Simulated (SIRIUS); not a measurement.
Consider a self-consistent single point of CsSnI3 (P4/mmm, 5 atoms in the cell; from Materials Project mp-614013, changed as shown).

```
CsSnI3
1.0
    6.28623     0.00000     0.00000
    0.00000     6.22337     0.00000
    0.00000     0.00000     6.28623
Cs Sn I
1 1 3
Direct
  0.50000   0.50000   0.50000
  0.00000   0.00000   0.00000
  0.50000   0.00000   0.00000
  0.00000   0.50000   0.00000
  0.00000   0.00000   0.50000
```

Method: PBE, PseudoDojo 0.5 standard norm-conserving PBE (tails mended) pseudopotentials (plane waves; SIRIUS).

SIRIUS settings:

parameters.ngridk: 4 4 4
parameters.xc_functionals: [XC_GGA_X_PBE, XC_GGA_C_PBE]
parameters.gk_cutoff: 8.485 1/bohr
parameters.pw_cutoff: 16.971 1/bohr
parameters.smearing: fermi_dirac
parameters.smearing_width: 0.00183747 Ha
potentials: PseudoDojo 0.5 standard norm-conserving PBE (tails mended) pseudopotentials
parameters.electronic_structure_method: pseudopotential
parameters.num_bands: 26
parameters.num_mag_dims: 0
parameters.num_dft_iter: 100
parameters.energy_tol: 1e-07 Ha
parameters.density_tol: 1e-06
mixer.type: anderson
mixer.beta: 0.7
mixer.use_hartree: false

Results:

- Number of valence electrons: 44
- Number of bands: 26
- Number of k-points after the program's reduction: 18
- Number of plane waves (most at a k-point): 17152
- Number of SCF iterations: 32
- FFT grid: 72 × 72 × 72
- Free energy E − TS: -3842.2955 eV
- Gap on the k-point mesh: 0.41 eV
- Pressure: 0.27 GPa

Stress (GPa, positive for compression):
```
0.16  0.00  0.00
0.00  0.50  0.00
0.00  0.00  0.16
```

The gap is read on the k-point mesh of the run and can differ from the gap over the whole zone at this level.

For comparison: a first run was changed to give this one (lattice vector b scaled by 0.99), and from it to this one the free energy hardly moves (within 1 meV/atom), the pressure goes from 0.11 to 0.27 GPa and the gap on the mesh goes from 0.475 to 0.411 eV.

Spin-orbit coupling is left out, which matters for bands and gaps with elements this heavy. The structure comes from a collection of computed structures, made at another level of theory; the collection holds predicted forms beside known ones.

Cost on one core: very roughly 4 core-minutes.

“Tails mended”: in these copies of the files the far tail of each local potential was reset to the Coulomb form.
